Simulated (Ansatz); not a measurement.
SnS2:
```yaml
crystal:
  lattice:
    - [0.00000, 5.17911, 5.17911]
    - [5.17911, 0.00000, 5.17911]
    - [5.17911, 5.17911, 0.00000]
  atoms:
    - { symbol: Sn, position: [0.12500, 0.62500, 0.62500] }
    - { symbol: Sn, position: [0.62500, 0.62500, 0.12500] }
    - { symbol: Sn, position: [0.62500, 0.12500, 0.62500] }
    - { symbol: Sn, position: [0.62500, 0.62500, 0.62500] }
    - { symbol: S, position: [0.87005, 0.37665, 0.37665] }
    - { symbol: S, position: [0.87335, 0.87335, 0.37995] }
    - { symbol: S, position: [0.37665, 0.87005, 0.37665] }
    - { symbol: S, position: [0.87335, 0.87335, 0.87335] }
    - { symbol: S, position: [0.37665, 0.37665, 0.37665] }
    - { symbol: S, position: [0.87335, 0.37995, 0.87335] }
    - { symbol: S, position: [0.37665, 0.37665, 0.87005] }
    - { symbol: S, position: [0.37995, 0.87335, 0.87335] }
```

Relaxed with PBEsol. Special points in fractions of this cell's reciprocal vectors: Γ (0.000, 0.000, 0.000); X (0.500, 0.000, 0.500); U (0.625, 0.250, 0.625); K (0.375, 0.375, 0.750); L (0.500, 0.500, 0.500); W (0.500, 0.250, 0.750).

Question: List the band energies nearest the valence-band maximum at these points for PBEsol with spin–orbit coupling in the plane-wave PAW code Ansatz.

Answer: In eV from the valence-band maximum; about four levels below and three above (degenerate sets whole), none deeper than 8.9 eV; points with the same levels are listed once.

```tsv
k	below	above
Γ	-0.09 -0.09 -0.09 -0.09	1.06 1.06 1.07 1.07 1.07 1.07
X	-0.11 -0.11 -0.11 -0.11	2.51 2.51 2.51 2.51
U	-0.46 -0.46 -0.02 -0.02	2.43 2.43 2.67 2.67
L	-0.16 -0.16 -0.14 -0.14	2.06 2.06 2.07 2.07
W	-0.38 -0.38 -0.37 -0.37	2.65 2.65 2.66 2.66
```

Space group Fd-3m. The workflow started from a Materials Project entry (that database holds measured and hypothetical structures alike); the Crystallography Open Database copy checked does not list it. It is not the phase usual at ambient conditions (space group No. 164). Symmetry was held in the PBEsol relaxation; its stability against distortions is not shown here.

Potentials: the later of the program's two PAW sets.
